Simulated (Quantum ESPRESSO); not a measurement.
# AlGa2TiW3Ru: input and log of a self-consistent run

Simulated, not a measurement. The program is pw.x of Quantum ESPRESSO 7.5 (plane-wave density functional theory). The cell is made up: eight metal atoms on a face-centred cubic lattice, with elements, volume, strain and displacements drawn at random and not relaxed, so it may be unstable or far from any real phase. PseudoDojo standard norm-conserving files set the functional (PBE unless stated); there is no spin polarisation or spin-orbit coupling, the Fermi-Dirac width of 0.25 eV means electrons at about 2900 K, and the masses in the input are unused placeholders. Heavy elements are run without spin-orbit coupling, which real alloys of them have. A spin test at this wide smearing found no moment, but such smearing suppresses magnetism that the real alloy may have.

Input:

```
&control calculation='scf', pseudo_dir='./dojo.nc.sr.pbe.v0_5.standard.upf', outdir='./o', disk_io='minimal', tprnfor=.true., tstress=.true. /
&system ibrav=0, nat=8, ntyp=5, nbnd=64, ecutwfc=87.97787729, nosym=.true., tot_charge=0,
 occupations='smearing', smearing='fd', degauss=0.0183746611
/
&electrons conv_thr=1.470e-08, electron_maxstep=70, mixing_beta=0.5 /
ATOMIC_SPECIES
Al 1.0 Al.upf
Ga 1.0 Ga.upf
Ru 1.0 Ru.upf
Ti 1.0 Ti.upf
W 1.0 W.upf
CELL_PARAMETERS angstrom
2.0125 4.0644 2.052
2.0279 -4.0072 1.9222
1.9169 -0.1012 -5.8579
ATOMIC_POSITIONS angstrom
Al 0.0326 0.0027 0.0228
Ga 1.9777 -2.0374 -0.0413
Ti 1.9178 0.0119 -1.9443
W 3.9902 -2.0929 -1.9683
W 2.0294 0.0187 1.9551
W 1.9899 2.0557 0.0547
Ga 3.9433 -0.0295 0.0234
Ru 3.912 2.011 -1.9016
K_POINTS automatic
6 6 4 1 1 1
```

The log is shortened where brackets say so; the opening notice, blank lines, dates and the lines on written files are dropped, and the path of the files is cut. It prints rydbergs, bohrs and kilobars, and counts compression as positive stress. Its total energy is the free energy E - TS of the whole cell.

```
     Program PWSCF v.7.5
     Parallel version (MPI & OpenMP), running on       4 processor cores
     Number of MPI processes:                 4
     Threads/MPI process:                     1
     [start-up lines left out]
     bravais-lattice index     =            0
     lattice parameter (alat)  =       9.4070  a.u.
     unit-cell volume          =     851.8524 (a.u.)^3
     number of atoms/cell      =            8
     number of atomic types    =            5
     number of electrons       =        99.00
     number of Kohn-Sham states=           64
     kinetic-energy cutoff     =      87.9779  Ry
     charge density cutoff     =     351.9115  Ry
     scf convergence threshold =      1.5E-08
     mixing beta               =       0.5000
     number of iterations used =            8  plain     mixing
     Exchange-correlation= PBE
                           (   1   4   3   4   0   0   0)
     [axes and pseudopotential details left out]
   Cartesian axes
     site n.     atom                  positions (alat units)
         1        Al     tau(   1) = (   0.0065489   0.0005424   0.0045802  )
         2        Ga     tau(   2) = (   0.3972903  -0.4092831  -0.0082966  )
         3        Ti     tau(   3) = (   0.3852573   0.0023905  -0.3905807  )
         4        W      tau(   4) = (   0.8015714  -0.4204322  -0.3954020  )
         5        W      tau(   5) = (   0.4076760   0.0037565   0.3927503  )
         6        W      tau(   6) = (   0.3997411   0.4129593   0.0109884  )
         7        Ga     tau(   7) = (   0.7921499  -0.0059261   0.0047007  )
         8        Ru     tau(   8) = (   0.7858622   0.4039798  -0.3820029  )
     number of k points=    72  Fermi-Dirac smearing, width (Ry)=  0.0184
                       cart. coord. in units 2pi/alat
        k(    1) = (   0.2343852   0.0009222  -0.0295408), wk =   0.0277778
        k(    2) = (   0.3924749   0.0038091  -0.1903054), wk =   0.0277778
     [further k points left out]
     Dense  grid:    94963 G-vectors     FFT dimensions: (  60,  60,  72)
     Estimated max dynamical RAM per process >     388.20 MB
     Estimated total dynamical RAM >       1.45 GB
     Initial potential from superposition of free atoms
     starting charge      98.9883, renormalised to      99.0000
     Starting wfcs are   72 randomized atomic wfcs
     total cpu time spent up to now is        7.5 secs
     per-process dynamical memory:   318.1 Mb
     Self-consistent Calculation
     iteration #  1     ecut=    87.98 Ry     beta= 0.50
     Davidson diagonalization with overlap
     ethr =  1.00E-02,  avg # of iterations =  2.5
     total cpu time spent up to now is       25.3 secs
     total energy              =   -1085.66386589 Ry
     estimated scf accuracy    <       1.51058994 Ry
     iteration #  2     ecut=    87.98 Ry     beta= 0.50
     Davidson diagonalization with overlap
     ethr =  1.53E-03,  avg # of iterations =  3.2
     total cpu time spent up to now is       44.2 secs
     total energy              =   -1085.88680108 Ry
     estimated scf accuracy    <       9.77707716 Ry
     iteration #  3     ecut=    87.98 Ry     beta= 0.50
     Davidson diagonalization with overlap
     ethr =  1.53E-03,  avg # of iterations =  2.1
     total cpu time spent up to now is       61.4 secs
     total energy              =   -1086.47913227 Ry
     estimated scf accuracy    <       0.66001659 Ry
     iteration #  4     ecut=    87.98 Ry     beta= 0.50
     Davidson diagonalization with overlap
     ethr =  6.67E-04,  avg # of iterations =  2.1
     total cpu time spent up to now is       75.3 secs
     total energy              =   -1086.48467049 Ry
     estimated scf accuracy    <       0.15631679 Ry
     iteration #  5     ecut=    87.98 Ry     beta= 0.50
     Davidson diagonalization with overlap
     ethr =  1.58E-04,  avg # of iterations =  5.8
     total cpu time spent up to now is       95.5 secs
     total energy              =   -1086.50802343 Ry
     estimated scf accuracy    <       0.38557693 Ry
     [iterations 6 to 11 left out]
     iteration # 12     ecut=    87.98 Ry     beta= 0.50
     Davidson diagonalization with overlap
     ethr =  2.91E-09,  avg # of iterations =  5.7
     total cpu time spent up to now is      204.7 secs
     total energy              =   -1086.52796086 Ry
     estimated scf accuracy    <       0.00000113 Ry
     iteration # 13     ecut=    87.98 Ry     beta= 0.50
     Davidson diagonalization with overlap
     ethr =  1.15E-09,  avg # of iterations =  2.0
     total cpu time spent up to now is      219.5 secs
     total energy              =   -1086.52796095 Ry
     estimated scf accuracy    <       0.00000028 Ry
     iteration # 14     ecut=    87.98 Ry     beta= 0.50
     Davidson diagonalization with overlap
     ethr =  2.83E-10,  avg # of iterations =  2.0
     total cpu time spent up to now is      233.7 secs
     total energy              =   -1086.52796097 Ry
     estimated scf accuracy    <       0.00000002 Ry
     iteration # 15     ecut=    87.98 Ry     beta= 0.50
     Davidson diagonalization with overlap
     ethr =  1.90E-11,  avg # of iterations =  4.6
     total cpu time spent up to now is      250.8 secs
     total energy              =   -1086.52796098 Ry
     estimated scf accuracy    <       0.00000003 Ry
     iteration # 16     ecut=    87.98 Ry     beta= 0.50
     Davidson diagonalization with overlap
     ethr =  1.90E-11,  avg # of iterations =  2.0
     total cpu time spent up to now is      264.7 secs
     End of self-consistent calculation
     [lines on levels left out]
!    total energy              =   -1086.52796097 Ry
     estimated scf accuracy    <          5.0E-09 Ry
     smearing contrib. (-TS)   =      -0.09814874 Ry
     internal energy E=F+TS    =   -1086.42981223 Ry
     The total energy is F=E-TS. E is the sum of the following terms:
     one-electron contribution =    -278.09367872 Ry
     hartree contribution      =     204.40360081 Ry
     xc contribution           =    -237.01772303 Ry
     ewald contribution        =    -775.72201129 Ry
     convergence has been achieved in  16 iterations
     Forces acting on atoms (cartesian axes, Ry/au):
     atom    1 type  1   force =    -0.02874931    0.00193340    0.00490119
     atom    2 type  2   force =    -0.00485065    0.00448756    0.00985667
     atom    3 type  4   force =     0.02089801   -0.01071824   -0.01275174
     atom    4 type  5   force =    -0.01377439    0.02345868   -0.00172383
     atom    5 type  5   force =     0.00549896   -0.00445170    0.00925412
     atom    6 type  5   force =    -0.00313368   -0.01792738    0.00763988
     atom    7 type  2   force =     0.02093577    0.01148799   -0.02435448
     atom    8 type  3   force =     0.00317528   -0.00827031    0.00717819
     Total force =     0.065353     Total SCF correction =     0.000151
     Computing stress (Cartesian axis) and pressure
          total   stress  (Ry/bohr**3)                   (kbar)     P=      -27.17
  -0.00022662   0.00014098  -0.00028738          -33.34       20.74      -42.27
   0.00014098  -0.00017042   0.00002301           20.74      -25.07        3.38
  -0.00028738   0.00002301  -0.00015697          -42.27        3.38      -23.09
     init_run     :      7.03s CPU      7.33s WALL (       1 calls)
     electrons    :    251.48s CPU    257.23s WALL (       1 calls)
     forces       :      2.52s CPU      2.54s WALL (       1 calls)
     stress       :      8.90s CPU      8.91s WALL (       1 calls)
     [timing details left out]
     PWSCF        :   4m30.10s CPU   4m36.26s WALL
     JOB DONE.
```

In other units: free energy -14782.966 eV for the cell, pressure -2.72 GPa, largest force component 0.739 eV/Å in size. The run took 278 s of wall time with four MPI processes on a shared machine (Intel Xeon, 2023 or later, virtual cores), so the time is rough. A rerun of this cell at a higher cutoff and on a denser mesh moved values by no more than 0.002 eV in energy, 0.02 GPa in stress and 0.003 eV/Å in force, and a second program with other atomic files agreed on that cell to 2 % rms in force and 0.5 GPa in pressure.